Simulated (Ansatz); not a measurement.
A distorted cell of CsPbBr3 (cubic perovskite):

```
CELL_PARAMETERS angstrom
      5.90100     0.00000     0.00000
      0.00000     5.90100     0.00000
      0.00000     0.00000     5.90100
ATOMIC_POSITIONS crystal
  Cs 0.00000 0.00000 0.00000
  Pb 0.50000 0.50000 0.50000
  Br 0.00000 0.50000 0.50000
  Br 0.50000 0.50000 0.00000
  Br 0.50000 0.00000 0.50000
```

Level of theory: PBE (plane waves to 420 eV, PAW, scalar-relativistic; Ansatz, an electronic-structure program). k mesh 6×6×6 (Γ-centred), Fermi-Dirac smearing 0.05 eV. The energy includes the smearing's −TS. Compression counts positive. CsPbBr3 was relaxed with its symmetry unable to fall. Spin-orbit coupling is left out, though Pb is heavy. The PAW data are Ansatz's earlier set. This is a high-temperature form of CsPbBr3.

What is the stress tensor (GPa)?


```
   1.07     0.00     0.00
   0.00     1.07     0.00
   0.00     0.00     1.07
```
The pressure, a third of the trace, is 1.07 GPa.

It is the relaxed cell scaled evenly to V/V₀ = 0.950, atoms relaxed where free. What is its energy relative to the relaxed cell?

6.9 meV/atom.

(A scan under strain: stresses follow from slopes of the energy per volume, elastic moduli from its curvatures.)
